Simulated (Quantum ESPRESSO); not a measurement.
# Planted mistakes on one cell of Mg2AlS3F

Calculated results; nothing here was measured. They come from pw.x of Quantum ESPRESSO 7.5, a plane-wave density functional program, with PseudoDojo standard norm-conserving files (v0.5 for PBE, v0.4.1 for LDA and PBEsol). The cells are made up: elements, strain and atom displacements were drawn at random, and nothing was relaxed. There is no spin polarisation, spin-orbit coupling or dispersion term.

The cell has 8 sites of a wurtzite lattice (rectangular cell). Sites 1 to 4 hold Mg Mg Al empty; sites 5 to 8 hold S F S S. Cell vectors in Å: (3.771, -0.019, 0.013); (-0.032, 6.487, -0.023); (0.021, -0.022, 6.292). Settings: PBE, cutoff 1143 eV, 5 x 4 x 4 k mesh shifted by half a step, Fermi-Dirac smearing of 0.025 eV.

The intended run has a self-consistency threshold of 1e-07 eV, a smearing term of 0.000 eV, a pressure of 1.77 GPa and 11 iterations. Each further run changes one thing: all lengths scaled by 0.9812; atoms of sites 3 and 7 exchanged; cutoff 686 eV; files of PBEsol; k mesh 2 x 2 x 2; one electron added; smearing 0.35 eV; threshold 0.7 eV. A coarse mesh keeps the shift, and a charged cell sits in a uniform background.

```
run,change of free energy (eV),smearing term -TS (eV),change of P (GPa),largest change of a force component (eV/Å),iterations
A,0.196,0.000,4.00,0.418,10
B,-0.034,-0.156,0.21,0.094,11
C,9.037,-0.004,6.53,3.721,15
D,6.586,0.000,-1.48,0.070,10
E,7.763,0.000,-45.21,0.071,10
F,5.751,-0.010,12.08,1.705,11
G,-0.496,0.000,-0.58,0.132,11
H,0.018,0.000,1.12,0.145,4
```

A rerun of the intended cell at 1437 eV and k mesh 7 x 6 x 6 moved values by no more than 0.002 eV in the cell's energy, 0.04 GPa in stress and 0.011 eV/Å in force.

Question: which change belongs to which run?

## Worked reading

Run H has the fewest iterations, as a run stopped early does. Run B has the largest smearing term, as wide smearing gives. Run E has a higher energy and the largest fall in pressure, as too small a basis gives. Run A changes the volume by a factor of 0.9447; minus its pressure change over the logarithm of that factor, 70 GPa, is a rough bulk modulus with clamped atoms. Energies from files of another functional, or of a charged cell, have another zero and say nothing on stability; the pressure of a charged cell rests on the program's zero of potential too.

## Key

| run | change |
| --- | --- |
| A | all lengths scaled by 0.9812 |
| B | smearing 0.35 eV |
| C | atoms of sites 3 and 7 exchanged |
| D | files of PBEsol |
| E | cutoff 686 eV |
| F | one electron added |
| G | k mesh 2 x 2 x 2 |
| H | threshold 0.7 eV |